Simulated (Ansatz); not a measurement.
Bands of Sb$_{2}$W

```xyz
3
Lattice="3.4687 0.0000 0.0000 -1.7343 3.0040 0.0000 0.0000 0.0000 6.6886" Properties=species:S:1:pos:R:3 pbc="T T T"
W     0.0000    0.0000    0.0000
Sb    0.0000    2.0026    1.9103
Sb    1.7343    1.0013    4.7783
```

Atom numbers follow the list: W1, Sb2, Sb3.

The cell was built from the CdI2 type and relaxed in the same program, and has space group P-3m1; it needn't be a known or the stable phase.

No spin–orbit coupling, which matters for the heavy atoms here.

Method: Ansatz 0.2.0, DFT, PBE, all-electron LAPW, scalar-relativistic.

Numerical set-up: a Γ-centred 12×12×7 k mesh, Fermi–Dirac smearing of 0.05 eV, basis error target 1 meV/atom, no spin polarisation.

Points in fractions of the reciprocal vectors of this cell: Γ (0, 0, 0), M (0.5, 0, 0), K (0.333, 0.333, 0), A (0, 0, 0.5), L (0.5, 0, 0.5), H (0.333, 0.333, 0.5). The path joins them by straight lines in the order Γ–M–K–Γ–A–L–H–A–L; legs that retrace an earlier one aren't tabulated. Energies are in eV from the Fermi level.

Problem. List the levels at A between -8 and 5.5 eV.

Solution. -4.22, -3.25, -1.50 (×2), 0.02 (×2), 0.79, 3.36 (×2).

Problem. List the levels at K between -8 and 5.5 eV.

Solution. -4.90, -4.25 (×2), -2.28 (×2), -2.11, 1.34, 1.94 (×2), 2.57, 3.04 (×2).

Problem. List the levels at M between -8 and 5.5 eV.

Solution. -5.89, -3.91, -3.18, -2.29, -1.65, -0.66, 0.51, 1.74, 1.74, 2.79, 5.44.

Problem. What is the band gap?

Solution. None at this level of theory (metallic, semimetallic, or a small gap that the functional closes).
